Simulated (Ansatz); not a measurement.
## CsCrCl₃: settings compared (Ansatz)

The command:

```bash
ansatz run input.yaml --threads 1 --pin off --max-ram 2560MiB --backend cpu --events-out ev --progress --plain --runs-dir out
```

Input:

```yaml
crystal:
  lattice:
    - [7.44155783, 0.0, 0.0]
    - [-3.72077942, 6.44458245, 0.0]
    - [0.0, 0.0, 6.36711851]
  atoms:
    - { symbol: Cs, position: [0.6667, 0.3333, 0.25] }
    - { symbol: Cs, position: [0.3334, 0.6667, 0.75] }
    - { symbol: Cl, position: [0.1667, 0.8333, 0.25] }
    - { symbol: Cl, position: [0.3334, 0.1667, 0.75] }
    - { symbol: Cl, position: [0.1667, 0.3334, 0.25] }
    - { symbol: Cl, position: [0.8333, 0.1667, 0.75] }
    - { symbol: Cl, position: [0.6666, 0.8333, 0.25] }
    - { symbol: Cl, position: [0.8333, 0.6666, 0.75] }
    - { symbol: Cr, position: [0.0, 0.0, 0.0] }
    - { symbol: Cr, position: [0.0, 0.0, 0.5] }
  symmetry: { tolerance: 0.0003 }
kpoints:
  mp_grid: { grid: [3, 3, 3], shift: [0, 0, 0] }
magnetization:
  spin_polarized: false
scf:
  occupations: { method: fermi_dirac }
hamiltonian:
  pseudopotentials: { kind: paw }
  xc: r2scan
basis:
  ecutwfc: 500
output:
  forces: true
  stress: true
  eigenvalues: true
```

Origin of the cell: a known structure type with other elements, at an estimated volume, so it need not be a known compound.

The smearing width isn't typed, so it takes its default of 0.1 eV.

Output of this run (shortened):

```
SCF iter   1: F=—  HF=-24649.765145 eV  Δρ=9.34e-3  dr2=3.08e-1  dr2_τ=1.55e-1
SCF iter   2: F=—  HF=-24649.896468 eV  Δρ=9.18e-3  dr2=1.19e-1  dr2_τ=7.43e-3
SCF iter   3: F=—  HF=-24649.871740 eV  Δρ=4.57e-3  dr2=5.05e-2  dr2_τ=2.55e-3
SCF iter   4: F=—  HF=-24649.863688 eV  Δρ=1.96e-3  dr2=1.43e-2  dr2_τ=3.25e-4
SCF iter   5: F=—  HF=-24649.862070 eV  Δρ=5.99e-4  dr2=1.31e-3  dr2_τ=3.85e-5
SCF iter   6: F=—  HF=-24649.861927 eV  Δρ=1.95e-4  dr2=1.07e-4  dr2_τ=6.22e-6
SCF iter   7: F=—  HF=-24649.861941 eV  Δρ=1.06e-4  dr2=2.83e-5  dr2_τ=9.17e-7
SCF iter   8: F=—  HF=-24649.862220 eV  Δρ=2.39e-5  dr2=2.45e-6  dr2_τ=6.16e-8
SCF iter   9: F=—  HF=-24649.862219 eV  Δρ=1.33e-5  dr2=3.27e-7  dr2_τ=3.35e-8
SCF iter  10: F=-24649.862219 eV  HF=-24649.862219 eV  Δρ=3.04e-6  dr2=1.21e-8  dr2_τ=1.48e-9
SCF 1 converged in 10 iterations: F = -24649.862219 eV  dr2 = 1.21e-8
SCF converged after 10 iterations
Free energy (F): -24649.862219 eV
Harris-Foulkes:  -24649.862219 eV  (|F-HF|=7.62e-9)
Internal energy: -24649.351078 eV  (E = F + TS)
E sigma→0 (E₀):  -24649.606649 eV
Entropy (-TS):   -0.511141 eV (-51.114 meV/atom)
Fermi energy:    4.467367 eV
--- Per-component energies (eV) ---
  E_band       = -964.669736
  E_kinetic    = 1917.050621
  E_local      = -7553.635681  (includes V_loc(G=0)·N_el)
  E_nonlocal   = 393.675137
  E_hartree    = 3086.526036
  E_xc         = -1213.897457
  E_vxc        = -1467.296116  (∫ρ·V_xc dr)
  E_paw        = -16593.456966  (= ΣΔE_a)
  E_vpaw       = -507.882764  (= ΣTr[D̂ρ^β])
  E_aug_tail   = 0.000649  (compensation charges beyond the density's cutoff)
  E_vtau       = 80.371638  (kinetic-family band-sum trace: ∫τ·v_τ [+ j·A + Jᵃ·Aᵃ] dr)
  E_ewald      = -4684.350081
  E_core_change = -1.263337  (= ΣΔE_core)
  E_smearing   = -0.511141  (= −TS)
  Σ components = -24649.862219   (vs F -24649.862219, Δ=0.00e0)
--- Forces (eV/Å), atoms counted from 1 ---
  atom   1  Cs    -0.000000     0.000000     0.000000
[… 4 lines left out …]
  atom   6  Cl     1.450797    -0.837618     0.000000
  atom   7  Cl     1.450796     0.837618     0.000000
  atom   8  Cl    -0.000000     1.675236     0.000000
  atom   9  Cr     0.000000     0.000000     0.000000
  atom  10  Cr     0.000000     0.000000    -0.000000
  max |Σ_I F_I| component: 4.44e-16 eV/Å
--- Stress (GPa, compression-positive) ---
       -5.868347      -0.000000       0.000000
       -0.000000      -5.868347       0.000000
        0.000000       0.000000      -8.539308
  P = ⅓ Tr σ = -6.7587 GPa (-67.587 kbar)
```

The same input was run again with these changes:

1. `scf.occupations.method` fermi_dirac → tetrahedron_uncorrected
2. `basis.xc_grid` default → 3
3. `kpoints.mp_grid.shift` [0, 0, 0] → [0.5, 0.5, 0.5]

| run | end | SCF iterations | P (GPa) | max force component (eV/Å) | moment (μB) | ΔE(σ→0) (meV/atom) |
| --- | --- | --- | --- | --- | --- | --- |
| base | converged | 10 | -6.76 | 1.675 | – | 0 |
| 1 | converged | 10 | -6.87 | 1.744 | – | 15.15 |
| 2 | converged | 10 | -6.76 | 1.675 | – | 0.00 |
| 3 | converged | 10 | -6.72 | 1.666 | – | 3.98 |

Energies are compared only where functional, datasets, charge and starting cell are the same.

Caveats of the base run: no spin polarisation, so a magnetic state may lie lower; the k mesh is coarse if the cell is a metal.

Run 3: the k mesh keeps only part of the crystal's symmetry.

Time of the base run: 21 s on 1 thread of Intel(R) Xeon(R) Platinum 8375C CPU @ 2.90GHz (Ice Lake) (shared host), peak memory 1.4 GiB, from the program's own first density.
